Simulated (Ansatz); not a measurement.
Starting cell, ScIr (CsCl type):

```xyz
2
Lattice="3.1621 0.0000 0.0000 0.0000 3.1621 0.0000 0.0000 0.0000 3.1621" Properties=species:S:1:pos:R:3 pbc="T T T"
Sc     1.5810     1.5810     1.5810
Ir     0.0000     0.0000     0.0000
```

The atoms are displaced by Q × the pattern below (from a DFPT mode at Γ, largest move 1; Q in Å), at fixed cell. It is one choice among 3 degenerate patterns.

```csv
atom,x,y,z
Sc1,0.000,0.000,1.000
Ir2,0.000,0.000,-0.234
```

These are LDA (plane waves to 420 eV, PAW, scalar-relativistic; Ansatz, a quantum-chemistry and plane-wave program) values and carry that method's errors. k mesh 15×15×15 (Γ-centred), Fermi-Dirac smearing 0.05 eV. With partly filled bands, energies and forces of such displacements shift with the k mesh and the smearing. ScIr is run without spin polarisation. ScIr was relaxed with its symmetry unable to fall. Spin-orbit coupling is left out, though Ir is heavy.

At one point of the scan the forces (eV/Å) are:

| atom | Fx | Fy | Fz |
|---|---|---|---|
| Sc1 | 0.000 | 0.000 | 0.688 |
| Ir2 | 0.000 | 0.000 | -0.688 |

### Question
Which point is it?
A. Q = -0.120 Å
B. Q = -0.090 Å
C. Q = -0.060 Å
D. Q = -0.150 Å

### Answer
B, Q = -0.090 Å

(For displaced atoms, the force is minus the slope of the energy, and its curvature is a force constant, which sets phonon frequencies.)
